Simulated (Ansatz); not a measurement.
Space group Im-3 (No. 204). a = 7.422 Å, b = 7.422 Å, c = 7.422 Å, α = 90.00°, β = 90.00°, γ = 90.00°
```json
{"atom": "Mn", "site": "2a", "symmetry": "m-3.", "x": "0.0000", "y": "0.0000", "z": "0.0000"}
{"atom": "Al", "site": "24g", "symmetry": "m..", "x": "0.3148", "y": "0.5000", "z": "0.8048"}
```

Equation of state of this MnAl$_{12}$ structure (not necessarily the ground state), with shape and atoms relaxed at each volume where symmetry leaves them free. It has no gap at any of these volumes. Level of theory: DFT PBEsol, scalar-relativistic, plane waves, PAW in Ansatz 0.2.0.

Plane waves to 420 eV, a k mesh through Γ of 8×8×8 on the computed 13-atom cell and Gaussian smearing (0.10 eV); no spin polarisation.

```
V (Å³/atom) E − E(largest V) (meV/atom) P (GPa)
     13.838                        45.36    16.21
     14.310                         5.38    11.15
     14.781                       -20.84     6.83
     15.253                       -35.31     3.15
     15.725                       -39.78     0.00
     16.196                       -35.71    -2.66
     16.668                       -24.41    -4.92
     17.297                         0.00    -7.38
```

Q: Fit a third-order Birch–Murnaghan equation to E(V).

A: V0 = 15.72 Å³/atom, B0 = 96 GPa, B0' = 4.4.

Spin polarisation was left out, and a magnetic state may lie lower.

Cost: 8 runs of about 5.8 core-minutes in all, on Oxide Virtual Turin-like Processor (Zen 5) (shared hosts).